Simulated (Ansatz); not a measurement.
Consider the following.

Ge2Sb2Te5 (Ge2Sb2Te5-Kooi type, space group P-3m1)

```xyz
9
Lattice="4.2671 0.0000 0.0000 -2.1335 3.6954 0.0000 0.0000 0.0000 17.6209" Properties=species:S:1:pos:R:3 pbc="T T T"
Te     0.0000     0.0000     0.0000
Ge     2.1335     1.2318     1.7220
Ge     0.0000     2.4636    15.8989
Te     0.0000     2.4636     3.4018
Te     2.1335     1.2318    14.2191
Sb     0.0000     0.0000     5.4315
Sb     0.0000     0.0000    12.1894
Te     2.1335     1.2318     7.1320
Te     0.0000     2.4636    10.4889
```

This relaxed cell (volume V₀) is scaled evenly in all directions, its shape held. The atoms relax within the cell's symmetry.

All values below come from r2SCAN (plane waves to 500 eV, PAW, scalar-relativistic; Ansatz, a first-principles code). k mesh 9×9×2 (Γ-centred), Fermi-Dirac smearing 0.05 eV. E stands for the smeared free energy. Stress and pressure are positive under compression. With the shape held, the modulus is that of even scaling; a crystal free to change shape is softer. Ge2Sb2Te5 was relaxed with its symmetry unable to fall. Spin-orbit coupling is left out, though Sb and Te are heavy. The PAW data are Ansatz's earlier set. ΔE is measured from the relaxed starting cell.

The scan covers V/V₀ from 0.900 to 1.100 in 13 points.

**Question.** What is ΔE at V/V₀ = 1.100?

**Answer.** 21.5 meV/atom.

**Question.** What is ΔE at V/V₀ = 0.900?

**Answer.** 39.2 meV/atom.

**Question.** What pressure does the cell carry at V/V₀ = 0.900?

**Answer.** 4.61 GPa.

(Under strain, the slope of the energy per volume gives the stress and its curvature an elastic modulus.)
